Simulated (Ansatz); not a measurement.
## Ti2Ga: course of a relaxation

Theory: DFT r2SCAN, scalar-relativistic, plane waves, PAW in Ansatz 0.2.0. Settings: 500 eV cutoff, 12×12×8 k-mesh, Gaussian smearing of 0.10 eV, no spin polarisation.

What was changed: relaxed at -3 GPa.

Command:

```bash
ansatz run input.yaml --threads 1 --pin off --max-ram 2560MiB --backend cpu --events-out ev --progress --plain --runs-dir out
```

Input:

```yaml
crystal:
  lattice:
    - [4.5444177852, 0.0, 0.0]
    - [-2.2722088926, 3.9355812474, 0.0]
    - [0.0, 0.0, 5.5071858332]
  atoms:
    - { symbol: Ti, position: [0.3333333333, 0.6666666667, 0.75] }
    - { symbol: Ti, position: [0.6666666667, 0.3333333333, 0.25] }
    - { symbol: Ti, position: [0.0, 0.0, 0.0] }
    - { symbol: Ti, position: [0.0, 0.0, 0.5] }
    - { symbol: Ga, position: [0.3333333333, 0.6666666667, 0.25] }
    - { symbol: Ga, position: [0.6666666667, 0.3333333333, 0.75] }
basis:
  ecutwfc: 500
kpoints:
  mp_grid: { grid: [12, 12, 8] }
hamiltonian:
  xc: r2scan
scf:
  occupations: { method: gaussian, width: 0.1 }
output:
  forces: true
  stress: true
  eigenvalues: true
relax:
  adjacent_minimum: "off"
  f_tol: 0.008
  max_steps: 50
  cell: { stress_tol: 0.08, p_target: -3.0 }
```

F is the free energy. Steps run on the plane waves of an earlier cell, but the last one, and at times one on the way, on a freshly chosen basis, so a repeated geometry can differ a little in energy. The relaxation lowers the enthalpy F + PV at the target pressure, so F itself can rise.

Steps:

| step | F − F(1) (eV) | largest force component (eV/Å) | V (Å³/atom) | P (GPa) |
| --- | --- | --- | --- | --- |
| 1 | 0.0000 | 0.000 | 16.416 | -3.46 |
| 2 | -0.0129 | 0.000 | 16.308 | -2.66 |
| 3 | -0.0079 | 0.000 | 16.354 | -3.00 |
| 4 | -0.0077 | 0.000 | 16.354 | -3.00 |

Relaxed structure:

```xyz
6
Lattice="4.5361 0.0000 0.0000 -2.2680 3.9284 0.0000 0.0000 0.0000 5.5066" Properties=species:S:1:pos:R:3 pbc="T T T"
Ti    0.0000    2.6189    4.1299
Ti    2.2680    1.3095    1.3766
Ti    0.0000    0.0000    0.0000
Ti    0.0000    0.0000    2.7533
Ga    0.0000    2.6189    1.3766
Ga    2.2680    1.3095    4.1299
```

It takes space group P6_3/mmc (No. 194, hexagonal). Conventional cell: a = 4.536 Å, b = 4.536 Å, c = 5.507 Å, α = 90.00°, β = 90.00°, γ = 120.00°. Ti (site symmetry -6m2) is surrounded by 5 Ga at 2.62 to 2.75 Å and 6 Ti at 2.96 Å. Around Ti (site symmetry -3m) lie 8 Ti at 2.75 to 2.96 Å and 6 Ga at 2.96 Å. Ga (site symmetry -6m2) is surrounded by 11 Ti at 2.62 to 2.96 Å.

The run converged. It took 3 min on 1 thread of Intel(R) Xeon(R) Platinum 8259CL CPU @ 2.50GHz (Skylake/Cascade Lake), on a shared host, peak memory 0.93 GiB.